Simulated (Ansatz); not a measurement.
Sheets of one type (MA2Z4 (prismatic core, outer Z over the empty site)-type), plane-wave PAW PBE (Ansatz code); HSE06 gaps on those cells.

| layer | a (Å) | thickness (Å) |
|---|---|---|
| NbP4Si2 | ___ | ___ |
| NbN4Si2 | 2.966 | 7.01 |
| MoP4Si2 | 3.471 | 9.37 |
| NbAs4Si2 | 3.682 | 9.96 |
| TaP4Si2 | 3.540 | 9.40 |
| VP4Si2 | 3.488 | 9.25 |
| WP4Si2 | 3.478 | 9.37 |

Some entries are withheld; supply them.


- NbP4Si2, a (Å): 3.534
- NbP4Si2, thickness (Å): 9.43

Spin orders computed, not proven ground states: NbN4Si2, MA2Z4 (prismatic core, outer Z over the empty site)-type layer ferromagnetic; VP4Si2, MA2Z4 (prismatic core, outer Z over the empty site)-type layer ferromagnetic. Began spin-polarised and lost the moments: NbP4Si2, MA2Z4 (prismatic core, outer Z over the empty site)-type layer; NbAs4Si2, MA2Z4 (prismatic core, outer Z over the empty site)-type layer; TaP4Si2, MA2Z4 (prismatic core, outer Z over the empty site)-type layer. All cells were relaxed under the symmetry of their starts (and spin orders); stability against distortions was not tested throughout. Rows with no word on spin ran without spin polarisation. Scalar-relativistic: spin–orbit coupling is off unless named, which matters more the heavier the elements. Constructed layers (a layer type filled with these elements): NbP4Si2, MA2Z4 (prismatic core, outer Z over the empty site)-type layer; NbN4Si2, MA2Z4 (prismatic core, outer Z over the empty site)-type layer; MoP4Si2, MA2Z4 (prismatic core, outer Z over the empty site)-type layer; NbAs4Si2, MA2Z4 (prismatic core, outer Z over the empty site)-type layer; TaP4Si2, MA2Z4 (prismatic core, outer Z over the empty site)-type layer; VP4Si2, MA2Z4 (prismatic core, outer Z over the empty site)-type layer; WP4Si2, MA2Z4 (prismatic core, outer Z over the empty site)-type layer.

Potentials: the later of the program's two PAW sets.
